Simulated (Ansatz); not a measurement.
Here is the system:

Ti₂O:
```
Ti2O
1.0
    2.93018     0.00000     0.00000
   -1.46509     2.53761     0.00000
    0.00000     0.00000     4.66504
Ti O
2 1
Direct
  0.33333   0.66667   0.73904
  0.66667   0.33333   0.26096
  0.00000   0.00000   0.00000
```

This is the LDA-relaxed structure. Cartesian axes are those of the cell as given.

All from LDA (plane waves, PAW; program Ansatz), unless another level is named. Estimate the highest zone-centre frequency.

525 cm⁻¹.

And the Young's modulus?

284 GPa.

Predict the elastic constants (relaxed ions, GPa).

C11 = 374, C12 = 98.4, C13 = 142, C14 = 50.2, C33 = 388, C44 = 107.

Space group P-3m1 (anti-CdI2 type). The first step of the workflow began from a Materials Project structure, measured or hypothetical; the Crystallography Open Database files this formula in space group No. 164, but the cells were not matched. Whether it is the stable phase at ambient conditions was not checked. Symmetry was held in the LDA relaxation; its stability against distortions is not shown here. The run is not spin-polarised. Without spin polarisation and U, an open-shell compound can come out a false metal. As this level gives no gap, shear constants depend on the k-mesh and smearing (Fermi–Dirac, 0.1 eV here). As this level gives no gap, phonon frequencies hold no LO–TO term and depend on the k-mesh and smearing (Fermi–Dirac, 0.1 eV here).

Potentials: the later of the program's two PAW sets.
